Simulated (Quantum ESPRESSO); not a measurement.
## One change at a time to Al2InLi4W

All numbers below are calculated, not measured. They come from Quantum ESPRESSO 7.5, a public plane-wave density functional program. Each row is one single-point run on a made-up periodic cell of eight metal atoms, with elements, volume, strain and displacements drawn at random and not relaxed, so a cell may be unstable or far from any real phase. There is no spin polarisation or spin-orbit coupling.

Settings: PBE unless stated; PseudoDojo standard norm-conserving files; Fermi-Dirac width 0.25 eV, which means electrons at about 2900 K; cutoff 1143 eV; 9 x 6 x 3 k mesh shifted half a step off Gamma. E is the free energy of the whole cell (internal energy minus TS), so a -TS column is already part of it. Stress is positive in tension, and the pressure P is minus a third of its trace.

Checks: one run of this series was repeated at a higher cutoff and on a denser mesh, which moved values by no more than 0.007 eV, 0.06 GPa and 0.017 eV/Å, and a second program with other atomic files agreed on it to 2 % rms in force and 0.5 GPa in pressure. Known limits: heavy elements are run without spin-orbit coupling, which real alloys of them have; a spin test at this wide smearing found no moment, but such smearing suppresses magnetism that the real alloy may have.

The lattice is hexagonal close-packed, and the cell vectors in Å are (-3.008, 0.043, 0.010); (0.017, -0.027, -4.819); (0.149, -10.632, -0.059), a volume of 154.07 Å³ in run 1. The elements on sites 1 to 8 are Li Li Al W Al Li In Li. Each later run makes one change to run 1 and keeps the rest. E is counted from run 1, and is n/a where other atomic files have another zero of energy.

| run | change | V (Å³) | P (GPa) | -TS (eV) | rms force (eV/Å) | largest change of a force component (eV/Å) | E (eV) |
|---|---|---|---|---|---|---|---|
| 1 | none | 154.07 | -4.62 | -1.012 | 0.220 | 0.000 | 0.000 |
| 2 | sites 4 and 5 exchanged | 154.07 | -5.68 | -0.912 | 0.286 | 0.727 | -1.243 |
| 3 | all lengths scaled by +1.28 % | 160.06 | -5.77 | -1.050 | 0.210 | 0.155 | 0.195 |
| 4 | LDA in place of PBE | 154.07 | -7.55 | -1.019 | 0.223 | 0.287 | n/a |
| 5 | Ti on site 6 | 154.07 | -6.16 | -1.149 | 0.331 | 0.722 | n/a |
| 6 | site 2 moved by +0.19 Å along x | 154.07 | -4.59 | -1.013 | 0.221 | 0.158 | ? |

## Worked estimate

Along the move dE = -F dx. The force on site 2 along x is -0.018 eV/Å in run 1 and -0.176 eV/Å in run 6, and the move is +0.19 Å, so the mean force times the move gives an estimate.

## Withheld value

Question: what E should run 6 give?

The estimate is 0.018 eV. The calculation gave 0.019 eV.
